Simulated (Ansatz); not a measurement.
KMgH₃:
```yaml
crystal:
  lattice:
    - [3.99205, 0.00000, 0.00000]
    - [0.00000, 3.99205, 0.00000]
    - [0.00000, 0.00000, 3.99205]
  atoms:
    - { symbol: K, position: [0.00000, 0.00000, 0.00000] }
    - { symbol: Mg, position: [0.50000, 0.50000, 0.50000] }
    - { symbol: H, position: [0.50000, 0.00000, 0.50000] }
    - { symbol: H, position: [0.00000, 0.50000, 0.50000] }
    - { symbol: H, position: [0.50000, 0.50000, 0.00000] }
```

This is the r²SCAN-relaxed structure.

Question: All from DFT-r²SCAN in the program Ansatz with PAW potentials, unless another level is named. Give the formation energy from the elements (no fitted shifts).

Answer: -0.36 eV/atom.

Question: Give the HSE06 gap on the r²SCAN cell.

Answer: 3.56 eV.

Question: Give the hole effective mass.

Answer: 0.55, 0.55, 1.9 mₑ (principal values).

Question: Give the valence-band maximum.

Answer: at X.

Space group Pm-3m (cubic perovskite). The first step of the workflow began from a Materials Project structure, measured or hypothetical; the Crystallography Open Database files this formula in space group No. 221, but the cells were not matched. Whether it is the stable phase at ambient conditions was not checked. Symmetry was held in the r²SCAN relaxation; its stability against distortions is not shown here. The references are the lowest solids computed at this level, not always the standard phases (solids in place of the gases).

Potentials: the later of the program's two PAW sets.
